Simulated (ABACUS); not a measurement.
Consider a self-consistent single point of Si (Fd-3m, 2 atoms in the cell; from Materials Project mp-149).

```
CELL_PARAMETERS angstrom
      0.00000     2.72185     2.72185
      2.72185     0.00000     2.72185
      2.72185     2.72185     0.00000
ATOMIC_POSITIONS crystal
  Si 0.25000 0.25000 0.25000
  Si 0.00000 0.00000 0.00000
```

Level of theory: PW91, PseudoDojo 0.5 standard norm-conserving PBE (tails mended) pseudopotentials (plane waves; ABACUS 3.10.1).

ABACUS settings:

- KPT = Gamma 8 8 8 0 0 0
- basis_type = pw
- dft_functional = GGA_X_PW91+GGA_C_PW91
- ecutwfc = 36 Ry
- smearing_method = gaussian
- smearing_sigma = 0.00146997 Ry
- potentials = PseudoDojo 0.5 standard norm-conserving PBE (tails mended)
- symmetry = 1
- symmetry_prec = 1e-05
- ks_solver = dav_subspace
- scf_nmax = 100
- scf_thr = 1.0e-09 Ry
- mixing_type = pulay
- mixing_beta = 0.4

### Question
Estimate, at this level of theory: gap on the k-point mesh and pressure.

### Answer
The run gave:

```
Quantity                    Value
-----------------------  --------
Gap on the k-point mesh   0.64 eV
Pressure                 1.48 GPa
```

Gaps are taken between levels on the mesh.

For comparison: a first run (DFT, PBE, plane waves, PseudoDojo 0.5 standard norm-conserving PBE (tails mended) pseudopotentials) was changed to give this one (dft_functional: PBE → GGA_X_PW91+GGA_C_PW91), and from it to this one the pressure goes from 1.25 to 1.48 GPa and the gap on the mesh goes from 0.625 to 0.637 eV.

The potentials were made for another functional than the one used. The structure comes from a collection of computed structures, made at another level of theory; the collection holds predicted forms beside known ones.

“Tails mended”: in these copies of the files the far tail of each local potential was reset to the Coulomb form.
